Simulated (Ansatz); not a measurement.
# PtW: computed property card

PtW:
```cif
data_Pt4W4
_chemical_formula_sum 'Pt4 W4'
_space_group_name_H-M_alt 'Fm-3m'
_space_group_IT_number 225
_space_group_name_Hall '-F 4 2 3'
_cell_length_a 5.26015
_cell_length_b 5.26015
_cell_length_c 5.26015
_cell_angle_alpha 90.000
_cell_angle_beta 90.000
_cell_angle_gamma 90.000
loop_
_atom_site_label
_atom_site_type_symbol
_atom_site_symmetry_multiplicity
_atom_site_Wyckoff_symbol
_atom_site_fract_x
_atom_site_fract_y
_atom_site_fract_z
_atom_site_occupancy
Pt1 Pt 4 a 0.00000 0.00000 0.00000 1
W1 W 4 b 0.50000 0.50000 0.50000 1
```
(The calculation used a cell of 2 atoms; values per cell refer to that cell.)

Space group Fm-3m (No. 225), rock salt; conventional cell a = 5.260 Å, b = 5.260 Å, c = 5.260 Å, α = 90.00°, β = 90.00°, γ = 90.00°.

Method: DFT-PBE in the program Ansatz with PAW potentials. Structure relaxed to zero pressure with the same functional. Other levels are named where they apply.

Cell and energy:

Volume per atom: 18.19 Å³
Density: 17.29 g/cm³
Formation energy from the elements (no fitted shifts): 0.86 eV/atom

Electronic structure:

- Electronic character = metallic (no gap)
- Density of states at the Fermi level = 1.4 states/eV per atom (mean over ±0.08 eV)
- Gap with spin–orbit coupling = none (metallic)

Mechanics:

Bulk modulus (Birch–Murnaghan fit): 221 GPa
Pressure derivative B′: 4.7

The start of the workflow was typed in or built on a structure type; neither database checked (COD, Materials Project) lists it. Whether it is the stable phase at ambient conditions was not checked. Symmetry was held in the PBE relaxation; whether a distortion lowers the energy is not shown. No spin polarisation was allowed. The volume moved by 18 % from the start of the relaxation. Its formation energy is positive at this level, so the cell may be metastable or incomplete. The references are the lowest solids computed at this level, not always the standard phases. Spin–orbit coupling is left out wherever it is not named.

Potentials: the earlier of the program's two PAW sets.
